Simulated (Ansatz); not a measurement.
A geometry of Al₂Cu away from equilibrium: the start of the relaxation of a relaxed Al2Cu cell stretched uniformly to 130 % of its volume. The numbers are results of PBEsol (plane waves to 420 eV, PAW, scalar-relativistic; Ansatz, a quantum-chemistry and plane-wave program), not measurements. Γ-centred k-mesh 8×8×8 on the run's cell (coarser than for final values), Fermi–Dirac smearing 0.05 eV.

```xyz
6
Lattice="-3.2753 3.2753 2.6274 3.2753 -3.2753 2.6274 3.2753 3.2753 -2.6274" Properties=species:S:1:pos:R:3:forces:R:3 pbc="T T T" free_energy=-15275.138 pressure_GPa=-15.7
Al     1.0411     4.3163     0.0000    0.0810    0.0810    0.0000
Al     1.0411     2.2342     2.6274    0.0810   -0.0810    0.0000
Al     2.2342     1.0411     0.0000   -0.0810    0.0810    0.0000
Al     2.2342    -1.0411     2.6274   -0.0810   -0.0810    0.0000
Cu     0.0000     0.0000     1.3137    0.0000    0.0000    0.0000
Cu     0.0000     0.0000     3.9410    0.0000    0.0000    0.0000
```

Positions in Å, forces in eV/Å, free energy of the cell in eV (comparable only within this code, potentials and settings). Largest force: 0.11 eV/Å, on Al1, Al2, Al3, Al4 (atoms numbered as listed); the geometry lies 0.27 eV/atom above the end of its relaxation.

No spin polarisation in the result.

The run could not lose the symmetry of its start.
